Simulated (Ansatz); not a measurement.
C:
```yaml
crystal:
  lattice:
    - [1.22811, -2.12632, 0.00000]
    - [1.22811, 2.12632, 0.00000]
    - [0.00000, 0.00000, 7.14996]
  atoms:
    - { symbol: C, position: [0.58334, 0.41666, 0.75011] }
    - { symbol: C, position: [0.41666, 0.58334, 0.24989] }
    - { symbol: C, position: [0.91666, 0.08334, 0.75011] }
    - { symbol: C, position: [0.08334, 0.91666, 0.24989] }
```

Relaxed with r²SCAN. Special points in fractions of this cell's reciprocal vectors: Γ (0.000, 0.000, 0.000); Y (-0.500, 0.500, 0.000); C0 (-0.333, 0.667, 0.000); Σ0 (0.333, 0.333, 0.000); Z (0.000, 0.000, 0.500); A0 (0.333, 0.333, 0.500); E0 (-0.333, 0.667, 0.500); T (-0.500, 0.500, 0.500); S (0.000, 0.500, 0.000); R (0.000, 0.500, 0.500).

**Question.** List the band energies nearest the Fermi level at these points for DFT-r²SCAN in the program Ansatz with PAW potentials.

**Answer.** In eV from the Fermi level; about four levels below and three above (degenerate sets whole), none deeper than 8.9 eV; points with the same levels are listed once.

```tsv
k	below	above
Γ	-3.18 -3.18 -3.17 -3.17	3.95 8.79 8.82
Y	-6.80 -6.77 -2.95 -1.92	1.26 2.50 7.70
C0	-0.39 -0.11	0.21 0.58 10.76
Z	-3.18 -3.18 -3.18 -3.18	6.24 6.24 8.82 8.82
A0	–	0.06 0.06 0.07 0.07
T	-6.79 -6.79 -2.47 -2.47	1.83 1.83 7.82 7.82
S	-6.78 -6.78 -2.52 -2.52	1.97 1.97 7.84 7.84
R	-6.78 -6.78 -2.47 -2.47	1.84 1.84 7.84 7.84
```

Space group Fmmm. The workflow started from a Materials Project entry (that database holds measured and hypothetical structures alike); the Crystallography Open Database files this formula in space group No. 69, but the cells were not matched. It is not the phase usual at ambient conditions (space group No. 194, 227). The r²SCAN relaxation kept the symmetry of its start; its stability against distortions is not shown here. A crystal of weakly bound layers computed without a dispersion correction: the cell and the soft elastic constants depend strongly on that. Point labels and valley counts follow the cell and symmetry of the run, lower than the named group. The Fermi level of a semimetal is unsure by some 0.05 eV on such meshes.

Potentials: the later of the program's two PAW sets.
